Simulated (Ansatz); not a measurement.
The calculation used DFT PBE, scalar-relativistic, plane waves, PAW in Ansatz. Settings: cutoff 420 eV, Γ-centred meshes spaced at most about 0.3 Å⁻¹, and about 0.25 Å⁻¹ or finer for metals (2π included), Gaussian smearing. No spin polarisation in the final relaxations.

Each of these unrelaxed guesses is relaxed in cell and atoms within its symmetry. A guess keeps its type if space group and coordination stay and the shape of the cell changes little (axis ratios within about 15 %, angles within 6°); the volume may change.

1. CdGaC4N4

Space group P-43m (No. 215). a = 5.962 Å, b = 5.962 Å, c = 5.962 Å, α = 90.00°, β = 90.00°, γ = 90.00°
| atom | site | symmetry | x | y | z |
| --- | --- | --- | --- | --- | --- |
| Cd | 1b | -43m | 0.5000 | 0.5000 | 0.5000 |
| Ga | 1a | -43m | 0.0000 | 0.0000 | 0.0000 |
| C | 4e | .3m | 0.1836 | 0.1836 | 0.1836 |
| N | 4e | .3m | 0.2969 | 0.2969 | 0.2969 |

2. Mg3Cd2S5

Space group I-4m2 (No. 119). a = 3.945 Å, b = 3.945 Å, c = 27.894 Å, α = 90.00°, β = 90.00°, γ = 90.00°
| atom | site | symmetry | x | y | z |
| --- | --- | --- | --- | --- | --- |
| Mg | 4e | 2mm. | 0.5000 | 0.5000 | 0.2000 |
| Mg | 2b | -4m2 | 0.5000 | 0.5000 | 0.0000 |
| Cd | 4e | 2mm. | 0.5000 | 0.5000 | 0.4000 |
| S | 4f | 2mm. | 0.5000 | 0.0000 | 0.3500 |
| S | 4f | 2mm. | 0.0000 | 0.5000 | 0.4500 |
| S | 2c | -4m2 | 0.0000 | 0.5000 | 0.2500 |

3. Li3AlB2

Space group P31m (No. 157). a = 5.026 Å, b = 5.026 Å, c = 2.897 Å, α = 90.00°, β = 90.00°, γ = 120.00°
```
atom  site  symmetry       x       y       z
  Li    3c       ..m  0.6390  0.0000  0.4848
  Al    1a       3.m  0.0000  0.0000  0.3380
   B    2b       3.. 0.3333  0.6667  0.8539
```

Q: Which keep their type?

A: Guesses 1 and 2 keep their type.

```
guess  kept  start group  end group  V start (Å³/atom)  V end  b/a and c/a, end over start  nearest neighbours start  nearest neighbours end
    1   yes        P-43m      P-43m               21.2   23.3                   1.00, 1.00      C 1, Cd 4, Ga 4, N 1    C 1, Cd 4, Ga 4, N 1
    2   yes        I-4m2      I-4m2               21.7   24.2                   1.00, 0.99           Cd 4, Mg 4, S 4         Cd 4, Mg 4, S 4
    3    no         P31m      P-62m               10.6   10.4                            -           Al 3, B 3, Li 3      Al 12, B 12, Li 10
```

Neighbours count within 15 % of an atom's shortest distance; end groups are read at 0.02 Å (0.05 Å in metals).

In CdGaC4N4 P-43m an odd number of electrons in the primitive cell allows no gap without spin; a larger cell or a magnetic state could open one. A magnetic state wasn't ruled out in cells without spin, among them CdGaC4N4 P-43m. Cells relaxed within their symmetry can be saddle points.
